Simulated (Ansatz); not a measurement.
Given:

Relaxed HfC (rock salt):

```xyz
4
Lattice="0.0000 4.6407 4.6407 2.3203 2.3203 4.6407 2.3203 2.3203 0.0000" Properties=species:S:1:pos:R:3 pbc="T T T"
C      0.0000     0.0000     0.0000
C      2.3203     4.6407     2.3203
Hf     2.3203     2.3203     2.3203
Hf     2.3203     4.6407     4.6407
```

The atoms are displaced by Q × the pattern below (from a DFPT mode at X = (0.5, 0.5, 0.0), largest move 1; Q in Å), at fixed cell. It is one choice among 2 degenerate patterns. (q is in reciprocal vectors of the primitive cell; the cell shown is doubled to hold the pattern.)

```tsv
atom	x	y	z
C1	0.000	-0.027	0.000
C2	0.000	0.027	0.000
Hf3	0.000	1.000	0.000
Hf4	0.000	-1.000	0.000
```

Calculation: r2SCAN (plane waves to 500 eV, PAW, scalar-relativistic; Ansatz, a program for electronic structure). k mesh 17×17×17 (Γ-centred), Fermi-Dirac smearing 0.05 eV. Energies are smeared free energies. With partly filled bands, energies and forces of such displacements shift with the k mesh and the smearing. HfC is run without spin polarisation. HfC was relaxed with its symmetry unable to fall. Spin-orbit coupling is left out, though Hf is heavy. ΔE is measured from the undisplaced structure.

The scan covers Q from -0.280 to 0.280 Å in 13 points.

### Question
Which space group does the distorted structure have?

### Answer
Cmcm (No. 63), lowered from Fm-3m.

### Question
What is the energy change at Q = 0.280 Å?

### Answer
1352 meV/cell.

### Question
What harmonic wavenumber does the curvature at Q = 0 give?

### Answer
150 cm⁻¹.

(A displaced cell: forces are minus the slopes of the energy, force constants its curvatures, and phonons follow from these.)
